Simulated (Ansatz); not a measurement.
## Sn$_{4}$Se$_{3}$S (P4/mmm) at 2 levels of theory

One geometry, relaxed with PBE; plane waves with PAW potentials in Ansatz, scalar-relativistic. No spin polarisation. Gaps are the least over mesh and band path; pressure is positive in compression.

```
CELL_PARAMETERS angstrom
4.25130 0.00000 0.00000
0.00000 4.25130 0.00000
0.00000 0.00000 12.02148
ATOMIC_POSITIONS crystal
Sn 0.00000 0.00000 0.75565
Sn 0.50000 0.50000 0.00000
Sn 0.00000 0.00000 0.24435
Sn 0.50000 0.50000 0.50000
Se 0.50000 0.50000 0.24878
Se 0.00000 0.00000 0.50000
Se 0.50000 0.50000 0.75122
S 0.00000 0.00000 0.00000
```

```csv
level,cutoff (eV),k mesh,gap (eV),pressure (GPa)
PBE,420,8×8×4,0.09,0.0
```

Q: What comes out on the same cell with PBEsol?

A:
```csv
level,cutoff (eV),k mesh,gap (eV),pressure (GPa)
PBEsol,420,8×8×4,0.06,-2.8
```

It was reached by relaxing an invented guess, and it needn't be the stable form of this composition.
